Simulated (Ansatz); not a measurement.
Total density of states per atom from r²SCAN in the plane-wave PAW code Ansatz, in 0.25 eV bins, energy from the Fermi level:

(E (eV), states/eV/atom): (-7.85, 0.00); (-7.60, 0.01); (-7.35, 0.05); (-7.10, 0.11); (-6.85, 0.29); (-6.60, 0.61); (-6.35, 0.55); (-6.10, 0.27); (-5.85, 0.12); (-5.60, 0.32); (-5.35, 0.52); (-5.10, 0.38); (-4.85, 0.64); (-4.60, 0.80); (-4.35, 1.12); (-4.10, 0.56); (-3.85, 0.94); (-3.60, 1.22); (-3.35, 1.79); (-3.10, 2.07); (-2.85, 1.45); (-2.60, 1.40); (-2.35, 1.59); (-2.10, 1.45); (-1.85, 1.62); (-1.60, 1.70); (-1.35, 2.16); (-1.10, 1.81); (-0.85, 1.29); (-0.60, 1.76); (-0.35, 1.20); (-0.10, 0.59); (0.15, 0.55); (0.40, 0.61); (0.65, 0.41); (0.90, 0.30); (1.15, 0.31); (1.40, 0.21); (1.65, 0.28); (1.90, 0.30); (2.15, 0.24); (2.40, 0.24); (2.65, 0.24); (2.90, 0.35); (3.15, 0.31); (3.40, 0.30); (3.65, 0.18); (3.90, 0.08); (4.15, 0.14); (4.40, 0.33); (4.65, 0.29)

Problem. Which of these materials gives this?
(A) HfGeTe, P4/nmm (Hf on 2c, Te on 2c, Ge on 2a)
(B) ZrGeS, P4/nmm (Zr on 2c, Ge on 2a, S on 2c)
(C) Ni21Ge2B6, Fm-3m (Pearson symbol cF116)
(D) Sc3SnB, anti-perovskite

Solution. C, Ni21Ge2B6, Fm-3m (Pearson symbol cF116). Within 0.5 eV of the Fermi level: Ni 3d 85 %, B 2p 6 %. Projections are on Löwdin-orthogonalised atomic valence shells; empty p or d shells of many metals are not among them.

The workflow started from a Materials Project entry (that database holds measured and hypothetical structures alike); the Crystallography Open Database copy checked does not list it. Its standing as an ambient phase is unchecked. Symmetry was held in the r²SCAN relaxation; whether a distortion lowers the energy is not shown. Spin order of the final state: ferromagnetic, the only order run, not a proven ground state. Other orbital occupations within this spin state were not tried. Scalar-relativistic: spin–orbit coupling is off unless named, which matters more the heavier the elements.

Potentials: the later of the program's two PAW sets.
